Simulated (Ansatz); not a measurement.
TiTe2 (R3m) was relaxed and computed twice in Ansatz (plane waves, PAW), once with LDA and once with r²SCAN+D4.

|  | run 1 | run 2 |
|---|---|---|
| cell | a = 3.7620 Å, b = 3.7620 Å, c = 20.7426 Å, α = 90.00°, β = 90.00°, γ = 120.00° | a = 3.6596 Å, b = 3.6596 Å, c = 19.4971 Å, α = 90.00°, β = 90.00°, γ = 120.00° |
| ΔH_f (eV/atom) | -0.73 | -0.60 |

**Question.** Which run used which functional?

**Answer.** Run 1 is r²SCAN+D4, run 2 is LDA.

Constructed cells (a structure type filled with these elements, in neither database checked): TiTe2, R3m (Ti on 3a, Te on 3a, Te on 3a). Weakly bound layers, chains or molecules computed without a dispersion correction, so cells and soft constants are ill determined: TiTe2, R3m (Ti on 3a, Te on 3a, Te on 3a) with LDA. All cells were relaxed under the symmetry of their starts (and spin orders); stability against distortions was not tested throughout. Rows with no word on spin ran without spin polarisation. Scalar-relativistic: spin–orbit coupling is off unless named, which matters more the heavier the elements.

Potentials: the earlier of the program's two PAW sets.

Ansatz (an electronic-structure program) is a plane-wave DFT program.

Formation energies count from the lowest solids of the elements computed at the same level, not from gases.
